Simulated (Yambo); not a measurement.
```
CELL_PARAMETERS angstrom
      3.34861     0.00000     0.00000
     -1.67430     2.89998     0.00000
      0.00000     0.00000    12.88806
ATOMIC_POSITIONS crystal
  Li 0.00000 0.00000 0.50000
  Li 0.00000 0.00000 0.00000
  S  0.66667 0.33333 0.62788
  S  0.33333 0.66667 0.37212
  S  0.33333 0.66667 0.12788
  S  0.66667 0.33333 0.87212
  Ta 0.00000 0.00000 0.75000
  Ta 0.00000 0.00000 0.25000
```

LiTaS₂ (space group P6_3/mmc, No. 194): mean Im ε in 1 eV windows above the direct gap of 1.98 eV, for different electron-hole kernels (Yambo, broadening 0.15 eV, PBEsol (Quantum ESPRESSO, PseudoDojo norm-conserving, 74 Ry, scalar-relativistic) bands; 6×6×2 mesh, 11 valence and 11 conduction bands, static screening with 74 bands and a 3 Ry block, scissor 0.27 eV, Tamm-Dancoff; field along x).

```
window (eV)  independent quasiparticles  RPA (no attraction)  BSE
-----------  --------------------------  -------------------  ---
2.0 to 3.0                           16                   14   17
3.0 to 4.0                          9.8                   11  8.4
4.0 to 5.0                          6.5                  8.0  9.2
```

This run doesn't resolve bound excitons or single peaks, so only averages are given, and they too depend on the mesh; weight that the attraction moves below the gap isn't listed. All transitions below 5.75 eV are in the band window. The scissor comes from a G0W0 run whose convergence isn't established.

Without spin-orbit coupling, band edges of such heavy elements can be off by tenths of an eV.

Geometry of the Materials Project entry, not relaxed at this level.

The structure is a Materials Project entry; no match was found in the copy of COD used, and its stability was not checked.
